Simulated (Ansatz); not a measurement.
This cell of ZnS (wurtzite) is off equilibrium:

```yaml
crystal:
  lattice:
    - [3.75466, 0.00000, 0.00000]
    - [-1.87733, 3.25163, 0.00000]
    - [0.00000, 0.00000, 6.16034]
  atoms:
    - { symbol: Zn, position: [0.66667, 0.33333, 0.99975] }
    - { symbol: Zn, position: [0.33333, 0.66667, 0.49975] }
    - { symbol: S, position: [0.66667, 0.33333, 0.62545] }
    - { symbol: S, position: [0.33333, 0.66667, 0.12545] }
```

All values below come from r2SCAN (plane waves to 500 eV, PAW, scalar-relativistic; Ansatz, a program for electronic structure). k mesh 10×10×6 (Γ-centred), Fermi-Dirac smearing 0.05 eV. Energies are smeared free energies. Stress and pressure are positive under compression. As the atoms are clamped, bonds stretch with the cell, which overstates energies and stresses. ZnS was relaxed with its symmetry unable to fall.

Give the stress tensor in GPa and the pressure.


```
    3.5      0.0      0.0
    0.0      3.5      0.0
    0.0      0.0      3.6
```
The pressure, a third of the trace, is 3.5 GPa.

It is the relaxed cell deformed to V/V₀ = 0.960, (c/a)/(c/a)₀ = 1.000, c along z, fractional positions held. What is its energy relative to the relaxed cell?

8.2 meV/atom.

(A scan under strain: stresses follow from slopes of the energy per volume, elastic moduli from its curvatures.)
